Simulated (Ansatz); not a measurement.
## Computed properties of Gd

Gd:
```cif
data_Gd
_chemical_formula_sum 'Gd1'
_space_group_name_H-M_alt 'P 1'
_space_group_IT_number 1
_cell_length_a 3.65657
_cell_length_b 3.65657
_cell_length_c 3.65657
_cell_angle_alpha 60.000
_cell_angle_beta 60.000
_cell_angle_gamma 60.000
loop_
_space_group_symop_operation_xyz
  'x, y, z'
loop_
_atom_site_label
_atom_site_type_symbol
_atom_site_fract_x
_atom_site_fract_y
_atom_site_fract_z
_atom_site_occupancy
Gd1 Gd 0.00000 0.00000 0.00000 1
```
The run is spin-polarised; directions of the spins, atom by atom: ↑.

Space group Fm-3m (No. 225), fcc (Cu type); conventional cell a = 5.1712 Å, b = 5.1712 Å, c = 5.1712 Å, α = 90.00°, β = 90.00°, γ = 90.00°.

Method: r²SCAN (plane waves, PAW; program Ansatz). The cell and atoms are relaxed at this level. Other levels are named where they apply.

### Cell and energy

```
Property              Value
---------------  ----------
Volume per atom    34.57 Å³
Density          7.55 g/cm³
```

### Electronic structure

```
Item                                                                       Result
------------------------------------  -------------------------------------------
Electronic character                                            metallic (no gap)
Density of states at the Fermi level  1.2 states/eV per atom (mean over ±0.08 eV)
```

### Magnetism

```
Item                       Value
--------------  ----------------
Magnetic order     ferromagnetic
Net moment      8.09 μB per atom
```

### Mechanics

```
Quantity                                                                      Result
--------------------------------------------  --------------------------------------
Bulk modulus (Birch–Murnaghan fit)                                          34.7 GPa
Pressure derivative B′                                                           3.0
Elastic constants (relaxed ions, GPa)             C11 = 48.2, C12 = 29.0, C44 = 33.1
Mechanical stability                          stable (all eigenvalues of C positive)
Hill bulk and shear moduli                                         35.4 and 20.2 GPa
Young's modulus                                                             50.9 GPa
Poisson's ratio                                                                 0.26
Debye temperature from the elastic constants                                   166 K
```

A made-up cell: these elements were put on the sites of a structure type; the Crystallography Open Database copy checked does not list it. It is not the phase usual at ambient conditions (space group No. 194). The cell was relaxed with r²SCAN under the symmetry of its start; its stability against distortions is not shown here. Magnetic state: ferromagnetic, chosen from 3 collinear starts compared on coarse meshes (ties went to the first, and starts can fall back to one state), not a proven ground state. Caveat: open 4f shells can settle in a state that is not the lowest. Other orbital occupations within this spin state were not tried. No Hubbard U is applied. As this level gives no gap, shear constants depend on the k-mesh and smearing (Fermi–Dirac, 0.1 eV here). Spin–orbit coupling is left out wherever it is not named.

Potentials: the later of the program's two PAW sets.
